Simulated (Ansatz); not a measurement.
Here is the system:

Hf:
Space group P6₃/mmc (No. 194); a = 3.160 Å, b = 3.160 Å, c = 4.996 Å, α = 90.00°, β = 90.00°, γ = 120.00°

```
atom  site  symmetry       x       y       z
----  ----  --------  ------  ------  ------
Hf      2c      -6m2  0.3333  0.6667  0.2500
```

This is the PBEsol-relaxed structure.

Q: All from PBEsol (plane waves, PAW; program Ansatz), unless another level is named. Estimate the density of states at the Fermi level.

A: 0.69 states/eV per atom (mean over ±0.08 eV).

Q: And the gap with spin–orbit coupling?

A: none (metallic).

Space group P6_3/mmc (hcp (Mg type)). The PBEsol relaxation kept the symmetry of its start; of distortions, only those at the zone centre were tested. No spin polarisation was allowed. Axis ratios of metals converge slowly with the k-mesh, so a and c are less sure than the volume. Spin–orbit coupling is left out wherever it is not named.

Potentials: the earlier of the program's two PAW sets.
